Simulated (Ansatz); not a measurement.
## From a trial cell to the properties of Ge (diamond)

**What was measured.** A measured cell of cubic Ge (space group Fd-3m) at 298.15 K, from the Crystallography Open Database (1975, doi:10.1107/S0021889875010965), has a = 5.658 Å and 22.64 Å³/atom.

From “Electronic and optical properties of SixGe1-x-ySny alloys lattice-matched to Ge”, 2021, arxiv:2109.02782, for a bulk crystal of Ge at 300 K: band gap 0.807 eV (direct).

The results are compared with them further down.

The computed numbers are results of PBEsol, scalar-relativistic (no spin polarisation) in the plane-wave PAW code Ansatz at 420 eV, 14×14×14 k-mesh, Gaussian smearing of 0.05 eV; PAW files: Ansatz's generated set soft_2.

Starting cell, 0 % over the database's volume:

```cif
data_structure
_symmetry_space_group_name_H-M 'P 1'
_symmetry_Int_Tables_number 1
_cell_length_a 4.0022
_cell_length_b 4.0022
_cell_length_c 4.0022
_cell_angle_alpha 60.000
_cell_angle_beta 60.000
_cell_angle_gamma 60.000
_cell_volume 45.33
loop_
_atom_site_label
_atom_site_type_symbol
_atom_site_fract_x
_atom_site_fract_y
_atom_site_fract_z
_atom_site_occupancy
Ge1 Ge 0.50000 0.50000 0.50000 1
Ge2 Ge 0.75000 0.75000 0.75000 1
```

The runs in order:

```tsv
run	level	k-mesh	kind	V (Å³/atom)	P (GPa)	E − E(final) (meV/atom)	gap on the mesh (eV)
1	PBEsol	14×14×14	fixed cell	22.67	0.6	0.3	metal
2	PBEsol	14×14×14	fixed cell	22.75	0.3	0.1	metal
3	PBEsol	14×14×14	fixed cell	22.85	0.0	0.0	metal
```

The cell is relaxed to zero pressure at this level.

The final structure (symmetry read at 0.01 Å). Symmetry: Fd-3m, No. 227, cubic system. Conventional cell: a = 5.676 Å, b = 5.676 Å, c = 5.676 Å, α = 90.00°, β = 90.00°, γ = 90.00°. Ge (site symmetry -43m) is surrounded by 4 Ge at 2.46 Å. (Neighbours are counted to 15 % beyond the shortest distance.)

| atom | site | symmetry | x | y | z |
| --- | --- | --- | --- | --- | --- |
| Ge | 8a | -43m | 0.5000 | 0.0000 | 0.5000 |

At the final geometry the gap, band path included, is zero (metallic). 

**Comparison.** The computed cell (5.676 Å, 22.85 Å³/atom) differs from the database's by +1.0 % in volume, about +0.3 % in length. PBEsol was built to cure PBE's overestimate of volumes, and the static lattice lacks thermal expansion. A measured gap of Ge is 0.807 eV (direct; 300 K; “Electronic and optical properties of SixGe1-x-ySny alloys lattice-matched to Ge”, 2021, arxiv:2109.02782); the calculated 0.00 eV misses it by -0.81 eV. 3 values of this kind are on record (0.666 to 0.807 eV); this one was drawn at random among those near their median. Kohn–Sham gaps of semilocal functionals mostly fall below measured ones. Temperature and excitons aren't in the calculation.

At this volume the filled and empty bands only touch, so this is a zero-gap semimetal rather than a metal, and a semilocal functional can cause such a touching.
